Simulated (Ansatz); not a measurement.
Input:

Relaxed HfO2 (tetragonal-ZrO2 type, space group P4_2/nmc):

```xyz
6
Lattice="3.6048 0.0000 0.0000 0.0000 3.6048 0.0000 0.0000 0.0000 5.2650" Properties=species:S:1:pos:R:3 pbc="T T T"
Hf     0.0000     0.0000     0.0000
Hf     1.8024     1.8024     2.6325
O      0.0000     1.8024     1.0174
O      0.0000     1.8024     3.6499
O      1.8024     0.0000     1.6151
O      1.8024     0.0000     4.2476
```

In each cell atom 5 (O, nearest neighbour Hf at 2.070 Å; its periodic images, 3.6 Å or more away, move with it) moves by s·(1.000, 0.000, 0.000) (along Cartesian x), the rest being held.

Level of theory: PBE (plane waves to 420 eV, PAW, scalar-relativistic; Ansatz, a first-principles code). k mesh 7×7×5 (Γ-centred), Fermi-Dirac smearing 0.05 eV. E stands for the smeared free energy. HfO2 is run without spin polarisation. HfO2 was relaxed with its symmetry unable to fall. Spin-orbit coupling is left out, though Hf is heavy. The PAW data are Ansatz's earlier set. This is a high-temperature form of HfO2. ΔE is measured from the undisplaced structure.

The scan covers s from -0.210 to 0.210 Å in 11 points.

### Question
Is the energy the same for equal positive and negative displacements?

### Answer
Even: the same for both signs. With its periodic images moving along, the atom's site symmetry in this cell is mm2.

### Question
What is the force constant k = d²E/ds² of this move at s = 0?

### Answer
5.13 eV/Å².

(A displaced cell: forces are minus the slopes of the energy, force constants its curvatures, and phonons follow from these.)
